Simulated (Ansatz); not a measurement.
Structure relaxation, Ti3Al

The start is a relaxed Ti3Al cell with every coordinate shifted by Gaussian noise of σ = 0.45 Å. Cell shape, volume and atoms are optimised at zero target pressure with r2SCAN (plane waves to 500 eV, PAW, scalar-relativistic; Ansatz, a program for electronic structure). The first steps use a coarse 7×7×7 k-mesh.

The start:
```
CELL_PARAMETERS angstrom
      5.74744     0.00000     0.00000
     -2.87372     4.97743     0.00000
      0.00000     0.00000     4.63161
ATOMIC_POSITIONS crystal
  Ti 0.74673 0.67731 0.20554
  Ti 0.14769 0.91066 0.85589
  Ti 0.36414 0.13702 0.22162
  Ti 0.33916 0.38415 0.74403
  Ti 0.75413 0.12199 0.35459
  Ti 0.59973 0.69333 0.83422
  Al 0.27581 0.58137 0.30771
  Al 0.53605 0.23585 0.79231
```

Problem. How much energy is released per atom?

Solution. About 2.2 eV/atom.

Problem. Does it find its way back to the structure it was made from?

Solution. The parent structure is recovered, P6₃/mmc (No. 194).

Problem. How do the shortest distances between atoms change?

Solution. The closest pairs of elements (up to four, under 3.6 Å), start → end: Ti–Ti 1.71 → 2.81 Å; Al–Ti 1.74 → 2.83 Å.

Problem. Is the relaxed structure metallic? Give its gap.

Solution. No gap (metallic).

Final structure:

Space group P6₃/mmc (No. 194); a = 5.7473 Å, b = 5.7473 Å, c = 4.6317 Å, α = 90.00°, β = 90.00°, γ = 120.00°

| atom | site | symmetry | x | y | z |
|---|---|---|---|---|---|
| Ti | 6h | mm2 | 0.3404 | 0.1702 | 0.2500 |
| Al | 2c | -6m2 | 0.3333 | 0.6667 | 0.2500 |

Final values are on a 10×10×10 k-mesh of the relaxed cell. The start holds a very short contact (Ti–Ti 1.71 Å). No spin polarisation in the result.
